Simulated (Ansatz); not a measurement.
**TaN: computed DOS**

```
CELL_PARAMETERS angstrom
2.93800 0.00000 0.00000
-1.46900 2.54438 0.00000
0.00000 0.00000 2.88300
ATOMIC_POSITIONS crystal
Ta 0.33333 0.66667 0.50000
N 0.00000 0.00000 0.00000
```

The geometry is COD entry 1538016, unchecked; take it as a test cell.

Spin–orbit coupling is left out, though it moves levels of the heavy atoms by tenths of an eV or more.

Method: DFT, PBEsol, all-electron LAPW, scalar-relativistic (Ansatz 0.2.0).

Settings: a Γ-centred 12×12×10 k mesh, Fermi–Dirac smearing of 0.02 eV, basis error target 0.5 meV/atom, no spin polarisation.

States per eV and cell, averaged over 0.6 eV, from -5.8 to 2.4 eV, with energies (bin centres) from the Fermi level; empty bins are left out. The partial columns, the largest 3 alone, are projections on Löwdin-orthogonalised atomic shells (those that the program's projection atoms carry: the occupied ones and, for some elements, an empty d or f shell; other empty shells have no column), summed over atoms of an element. Weights on diffuse s and p shells depend on that basis and aren't pure angular character.

```
E (eV)  total  Ta 5d  N 2p  Ta 6s
  -5.6   1.47   0.44  0.95   0.03
  -5.0   1.78   0.49  1.21   0.03
  -4.4   1.87   0.47  1.34   0.01
  -3.8   0.47   0.14  0.32   0.00
  -3.2   0.17   0.11  0.05   0.00
  -2.6   0.45   0.35  0.08   0.01
  -2.0   0.72   0.58  0.09   0.02
  -1.4   1.23   0.99  0.12   0.06
  -0.8   0.74   0.59  0.09   0.02
  -0.2   0.05   0.04  0.00   0.00
   0.4   0.11   0.11  0.00   0.00
   1.0   0.34   0.30  0.03   0.00
   1.6   0.91   0.72  0.13   0.01
   2.2   1.17   0.87  0.20   0.02
```

Which of the resolved shells contributes most within 0.3 eV of the Fermi level?

Ta 5d, with 97 % of all states there; N 2p follows with 2 %.

Where is the centre of the filled Ta 5d states between -14 eV and the top of the filled states?

-3.94 eV from the Fermi level.
